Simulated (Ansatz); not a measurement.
Nb (bcc (W type)), relaxed and computed with several functionals in Ansatz (plane waves, PAW). Much of their spread follows the volume that each gives.

```
functional  V (Å³/atom)  K_Hill (GPa)
----------  -----------  ------------
LDA               17.13           191
PBE+D3(BJ)        17.43             ?
r²SCAN+D4         17.91           177
PBEsol            17.48           183
```

Problem. Fit a straight line to ln K against ln V and predict the withheld value.

Solution. Least squares on the 3 shown rows: ln K = -1.70 × ln V + (10.079), with a scatter of 0.4 %. For PBE+D3(BJ) this gives 185. The run itself gave 181, a miss of 2.2 % of that, well beyond the scatter: the line misses something about this case.

All cells were relaxed under the symmetry of their starts (and spin orders); stability against distortions was not tested throughout. Rows with no word on spin ran without spin polarisation. Spin–orbit coupling is left out wherever it is not named.

Potentials: the later of the program's two PAW sets.

Ansatz (an electronic-structure program) is a plane-wave DFT program.
